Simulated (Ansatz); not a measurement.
Band structure of Ta2N

```xyz
3
Lattice="3.1129 0.0000 0.0000 -1.5564 2.6958 0.0000 0.0000 0.0000 4.8698" Properties=species:S:1:pos:R:3 pbc="T T T"
Ta    1.5564    0.8986    3.6294
Ta    0.0000    1.7972    1.2404
N     0.0000    0.0000    0.0000
```

Atoms are numbered in the order listed.

The conventional cell has a = 3.113 Å, b = 3.113 Å, c = 4.870 Å, α = 90.00°, β = 90.00°, γ = 120.00°. Ta (atom 1) has 3 N at 2.18 Å as nearest neighbours. N (atom 3) is surrounded by 6 Ta at 2.18 Å.

Structure from Materials Project entry mp-10196 (possibly hypothetical), not relaxed further.

Spin polarisation is left out, and whether a magnetic state lies lower isn't shown here.

No spin–orbit coupling, which matters for the heavy atoms here.

These are results of DFT, PBE, all-electron LAPW, scalar-relativistic (Ansatz 0.2.0), not measurements.

The runs use a Γ-centred 15×15×9 k mesh, Fermi–Dirac smearing of 0.05 eV, basis error target 1 meV/atom, no spin polarisation.

Points in fractions of the reciprocal vectors of this cell: Γ (0, 0, 0), M (0.5, 0, 0), K (0.333, 0.333, 0), A (0, 0, 0.5), L (0.5, 0, 0.5), H (0.333, 0.333, 0.5). The path joins them by straight lines in the order Γ–M–K–Γ–A–L–H–A–L; legs that retrace an earlier one aren't tabulated. Energies are in eV from the Fermi level.

**Question.** Is there a gap?

**Answer.** none: with an odd electron count and no spin polarisation the bands can't all be full, a metal in this set-up (spin order or a larger cell could open a gap).

**Question.** List the levels between -20 and 3.5 eV at the symmetry points.

**Answer.** 
Γ: -17.35, -8.36, -6.00 (×2), -4.95, -0.63, -0.21 (×2), 0.28, 0.30 (×2), 1.17 (×2)
M: -16.52, -8.43, -6.49, -6.32, -4.51, -2.60, -1.37, 1.77, 1.89
K: -16.46, -7.30 (×2), -6.18, -3.33, -2.70 (×2), 1.29 (×2), 2.95, 3.45 (×2)
A: -17.13, -8.99, -6.18 (×2), -2.84, -2.63, -1.09 (×2), 1.78, 1.91, 2.30 (×2), 2.64 (×2)
L: -16.57, -8.43, -6.64, -6.06, -3.25, -2.15, -2.10, -0.26, 0.74, 3.29
H: -16.42, -7.61 (×2), -6.34, -2.43, -1.90 (×2), 0.65, 0.78 (×2)
